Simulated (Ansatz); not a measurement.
TiO₂, DFT, LDA, PAW with Ansatz's default frozen-core files, scalar-relativistic (Ansatz 0.2.0), run on 2 threads of Arm Neoverse V1 on a shared host.

The cell comes from COD entry 9009086, which wasn't checked; take it as a given geometry.

Command: `ansatz run input.yaml --threads 2 --pin off --max-ram 8192MiB --backend cpu --events-out ev --progress --plain --runs-dir out`

```yaml
crystal:
  lattice:
    - [-1.8925, 1.8925, 4.757]
    - [1.8925, -1.8925, 4.757]
    - [1.8925, 1.8925, -4.757]
  atoms:
    - { symbol: Ti, position: [0.0, 0.0, 0.0] }
    - { symbol: Ti, position: [0.75, 0.25, 0.5] }
    - { symbol: O, position: [0.2066, 0.2066, 0.0] }
    - { symbol: O, position: [0.9566, 0.4566, 0.5] }
    - { symbol: O, position: [0.5434, 0.0434, 0.5] }
    - { symbol: O, position: [0.7934, 0.7934, 0.0] }
kpoints:
  mp_grid: { grid: [13, 13, 13] }
  band_path:
    path:
      - [0.0, 0.0, 0.0]
      - [0.0, 0.0, 0.5]
      - [0.25, 0.25, 0.25]
      - [0.0, 0.5, 0.0]
      - [0.0, 0.0, 0.0]
      - [0.5, 0.5, -0.5]
      - [0.289568126, 0.710431874, -0.289568126]
      - [-0.289568126, 0.289568126, 0.289568126]
      - [0.0, 0.0, 0.0]
    npoints: 14
scf:
  occupations: { method: fermi_dirac, width: 0.08 }
hamiltonian:
  xc: lda
  pseudopotentials: { kind: paw }
output:
  forces: true
  stress: true
  eigenvalues: true
  efg: { contact_densities: true }
  populations: true
  bader: true
  dos: { projected: true, de: 0.2, e_range: [-14, 8] }
  write_density: true
  write_potential: true
  elf: true
  volumetric_format: npy
```

Question: How large is the problem that the program sets up?

Answer: 196 irreducible k-points, 1323 plane waves at Γ, 30 bands.

Question: About how long does it take, and how much memory does it use?

Answer: 46 s of wall time for 8 SCF iterations, with a peak of 0.59 GiB. Times on shared machines scatter by tens of per cent.

Question: And the same cell and mesh by full-potential LAPW, asked for forces, stress, eigenvalues, populations, dos and the same band path, on the same hardware?

Answer: 3.3 min, peak memory 1.9 GiB.

Question: And the same cell and mesh by all-electron PAW (datasets made for this crystal), asked for forces, stress, eigenvalues, efg and the same band path, on the same hardware?

Answer: 70 s, peak memory 1.8 GiB.
